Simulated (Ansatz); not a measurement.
Ansatz (a program for electronic structure) input:

Ansatz 0.2 input:
```yaml
crystal:
  lattice:
    - [4.1743700231, 0.0, 0.0]
    - [0.0, 7.2101007419, 0.0]
    - [-3.1604531574, 0.0, 7.7266887192]
  atoms:
    - { symbol: Ag, position: [0.499882029, 0.5000304702, 0.2499471459] }
    - { symbol: Ag, position: [0.500117971, 0.4999695298, 0.7500528541] }
    - { symbol: Ag, position: [0.500117971, 0.0000304702, 0.2500528541] }
    - { symbol: Ag, position: [0.499882029, 0.9999695298, 0.7499471459] }
    - { symbol: Ag, position: [0.8931038054, 0.7500326892, 0.5535271779] }
    - { symbol: Ag, position: [0.1068961946, 0.2499673108, 0.4464728221] }
    - { symbol: Ag, position: [0.1068961946, 0.2500326892, 0.9464728221] }
    - { symbol: Ag, position: [0.8931038054, 0.7499673108, 0.0535271779] }
    - { symbol: S, position: [0.2731316135, 0.7499645244, 0.8635229961] }
    - { symbol: S, position: [0.7268683865, 0.2500354756, 0.1364770039] }
    - { symbol: S, position: [0.7268683865, 0.2499645244, 0.6364770039] }
    - { symbol: S, position: [0.2731316135, 0.7500354756, 0.3635229961] }
kpoints:
  mp_grid: { grid: [7, 4, 4] }
basis: { xc_grid: 2 }
hamiltonian:
  xc: pbesol
  pseudopotentials: { kind: paw }
scf:
  occupations: { method: fixed }
checkpoint: { read: static.run }
output: { bader: true, populations: true }
```

Output (shortened):

```
Pseudopotential: Ag, paw, valence charge 19
Pseudopotential: S, paw, valence charge 6
Functional definition: PBEsol
Crystal: 12 atoms, lattice volume = 232.555 Å³
Basis set: ecut = 420 eV, 4533 PW (Γ), exchange–correlation on 60×100×120 points (8 copies of the dense FFT grid, shifted against one another)
Bands: 106, of which v1, the nominal top of the filled ones, is band 88 counted from 1 (87 counted from 0)
Symmetry: 4 space group operations
Space group: P21/c (ITA 14), of the structure as read, at distance tolerance 6.1e-5 Å
k-points: 45 of 112
Stability of the state it starts from, as read at its close in the unpolarized treatment …
iter 1 solved again at ethr=8.67e-8 eV; its pass at ethr=3.10e-3 eV (dr2=1.53e-4 eV) is discarded
SCF iter   1: F=—  HF=-63717.926582 eV  |F-HF|=—  |Δ(HF+E_count)|=         —  Δρ=5.63e-7  dr2=4.74e-10  ethr=8.67e-8  ⟨swp⟩=3.0  Hψ=25141  notcnv=0  defer=718
preconditioner: auto → Resta (q_TF=auto, 2.604 Å⁻¹)
SCF iter   2: F=—  HF=-63717.926447 eV  |F-HF|=—  |Δ(HF+E_count)|=   1.35e-4  Δρ=3.74e-7  dr2=2.07e-10  ethr=1.00e-12  ⟨swp⟩=10.8  Hψ=23979  notcnv=0
SCF iter   3: F=-63717.926447 eV  HF=-63717.926447 eV  |F-HF|=3.64e-11  |Δ(HF+E_count)|=  5.09e-11  Δρ=2.19e-7  dr2=6.93e-11  ethr=1.00e-12  ⟨swp⟩=1.0  Hψ=9135  notcnv=0
SCF 1 converged in 3 iterations: F = -63717.926447 eV  dr2 = 6.93e-11
SCF converged after 3 iterations
Free energy (F): -63717.926447 eV
Harris-Foulkes:  -63717.926447 eV  (|F-HF|=3.64e-11)
Internal energy: -63717.926447 eV  (E = F + TS)
E sigma→0 (E₀):  -63717.926447 eV
Fermi energy:    11.428729 eV
--- Per-component energies (eV) ---
  E_band       = -2537.390259
  E_kinetic    = 4647.088505
  E_local      = -22831.880811  (includes V_loc(G=0)·N_el)
  E_nonlocal   = 784.733170
  E_hartree    = 10200.549433
  E_xc         = -1848.115284
  E_vxc        = -2216.651054  (∫ρ·V_xc dr)
  E_paw        = -33021.232328  (= ΣΔE_a)
  E_vpaw       = -3321.781995  (= ΣTr[D̂ρ^β])
  E_aug_tail   = 0.002335  (compensation charges beyond the density's cutoff)
  E_ewald      = -21651.901178
  E_core_change = 2.829710  (= ΣΔE_core)
  E_smearing   =  0.000000  (= −TS)
  E_closure    =  0.000000  (closes the sum)
  Σ components = -63717.926447   (vs F -63717.926447, Δ=0.00e0)
  [band-id]    e_kinetic+e_local+e_nonlocal+2·e_hartree+e_vxc+e_vpaw+e_augmentation_tail = -2537.390983   (vs E_band -2537.390259, Δ=-7.23e-4)
--- Band table (eV; the first three rows and the last of 45) ---
  k-point 0: bands = ["-79.7123", "-79.7122", "-79.7120", "-79.7120", "-79.6441", "-79.6440", "-79.6440", "-79.6439", "-43.3416", "-43.3362", "-43.3332", "-43.3320", "-43.2351", "-43.2162", "-43.2114", "-43.2109", "-43.2083", "-43.2065", "-43.2060", …
  k-point 1: bands = ["-79.7123", "-79.7122", "-79.7120", "-79.7120", "-79.6440", "-79.6440", "-79.6440", "-79.6439", "-43.3408", "-43.3370", "-43.3330", "-43.3322", "-43.2332", "-43.2197", "-43.2149", "-43.2103", "-43.2078", "-43.2075", "-43.1993", …
  k-point 2: bands = ["-79.7123", "-79.7123", "-79.7120", "-79.7120", "-79.6440", "-79.6440", "-79.6440", "-79.6440", "-43.3390", "-43.3390", "-43.3326", "-43.3326", "-43.2278", "-43.2278", "-43.2116", "-43.2116", "-43.2089", "-43.2089", "-43.1905", …
  k-point 44: bands = ["-79.7121", "-79.7121", "-79.7121", "-79.7121", "-79.6440", "-79.6440", "-79.6440", "-79.6440", "-43.3363", "-43.3363", "-43.3358", "-43.3358", "-43.2252", "-43.2252", "-43.2206", "-43.2206", "-43.1998", "-43.1998", "-43.1943", …
--- Löwdin populations: 12 sites ---
  site symbol       q [e]
     0     Ag     18.5700
     1     Ag     18.5700
     2     Ag     18.5700
     3     Ag     18.5700
     4     Ag     18.5276
     5     Ag     18.5276
     6     Ag     18.5276
     7     Ag     18.5276
     8      S      6.6683
     9      S      6.6683
    10      S      6.6683
    11      S      6.6683
  spilling = 0.005319 (of n_electrons = 176.000000)
--- Bader charges: 12 sites ---
  site symbol  charge [e]  shift [e]
     0     Ag      0.2789     0.0034
     1     Ag      0.2789     0.0034
     2     Ag      0.2789     0.0034
     3     Ag      0.2788     0.0034
     4     Ag      0.3003     0.0028
     5     Ag      0.3003     0.0028
     6     Ag      0.3003     0.0028
     7     Ag      0.3003     0.0028
     8      S     -0.5792     0.0063
     9      S     -0.5792     0.0063
    10      S     -0.5792     0.0063
    11      S     -0.5792     0.0063
  shift: an alarm, by how much a part of what the PAW files miss would move the charge. Where it is large, compare
  with a run on PAW files of another source; a small one proves nothing
  estimated error of the sums over rays = 4.2e-4 e
```

Cost: very roughly 2.7 core-minutes on shared cores.

Space group Cmcm. The workflow started from a Materials Project entry (that database holds measured and hypothetical structures alike); the Crystallography Open Database copy checked does not list it. COD files the formula under space group No. 4, 14, so this cell is another polymorph or a model. Whether it is the stable phase at ambient conditions was not checked. Symmetry was held in the PBEsol relaxation; its stability against distortions is not shown here. No spin polarisation was allowed. Point labels and valley counts follow the cell and symmetry of the run, lower than the named group. Scalar-relativistic: spin–orbit coupling is off unless named, which matters more the heavier the elements.

Potentials: the later of the program's two PAW sets.

Ansatz is a plane-wave DFT program.
